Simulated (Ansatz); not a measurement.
According to PBEsol (plane waves, PAW; program Ansatz), LiNbO$_{3}$ in the trigonal phase (R3c; Li on 6a, Nb on 6a, O on 18b) relaxes to a = 5.134 Å, c = 13.827 Å. Its formation energy from the elements is -2.59 eV/atom, with no fitted shifts.

The Kohn–Sham gap is 3.50 eV (indirect). HSE06 on the same cell gives 4.98 eV. Gap from PBEsol with spin–orbit coupling: 3.46 eV. Electrons at the band edge weigh 0.79, 1.9, 2.0 mₑ (principal values).

The bulk modulus is 109 GPa. The relaxed-ion elastic constants in GPa are C11 = 199, C12 = 60.4, C13 = 68.9, C14 = 9.4, C33 = 234, C44 = 58.6. The elastic constants imply a Debye temperature near 564 K. Perturbation theory gives ε∞ = 5.51 (xx = yy), 5.32 (zz). Born charges are Li +1.14, Nb +7.08, O -2.74 e.

Symmetry was held in the PBEsol relaxation. The run is not spin-polarised. The references are the lowest solids computed at this level, not always the standard phases (solids in place of the gases). Scalar-relativistic: spin–orbit coupling is off unless named, which matters more the heavier the elements.

Potentials: the later of the program's two PAW sets.
